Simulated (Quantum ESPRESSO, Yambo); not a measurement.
**Levels of theory for the gap of SiO$_{2}$**

SiO₂ (α-cristobalite, space group P4_12_12, No. 92): one geometry, one set of LDA (pw.x of Quantum ESPRESSO, ONCV potentials, without SOC) orbitals, self-energies from Yambo (2×2×2 Γ-centred k mesh, 320 bands and a 8 Ry block in the screening, 320 bands in G with the Bruneval-Gonze terminator, plasmon pole fitted at 27.2 eV).

The geometry is that of Materials Project entry mp-6945, symmetrised and not relaxed again.

```
level                                                     gap Γ → Γ (eV)        rough Yambo cost
--------------------------------------------------------  --------------  ----------------------
LDA (Quantum ESPRESSO)                                              5.52                       –
exchange only (Hartree-Fock self-energy on LDA orbitals)           15.96  about 1/30 (12 states)
static COHSEX@LDA                                                  10.15    about 1/2 (2 states)
G0W0@LDA, plasmon pole                                              8.70           1 (12 states)
```

Bare exchange has no screening and gives the widest gap; static COHSEX screens it but leaves out the frequency dependence, which G0W0 restores.

Costs are rough ratios of core time on shared machines.

Nearest settings tried, and what they do to the gap: 204 bands in G: -0 meV; 204 bands in W, 204 bands in G: -1 meV; 7 Ry block (363 vectors against 463): -56 meV; 2×2×1 mesh: -30 meV. So the settings aren't converged at that level. The k mesh is coarse.

This is not the ordinary phase of the substance.
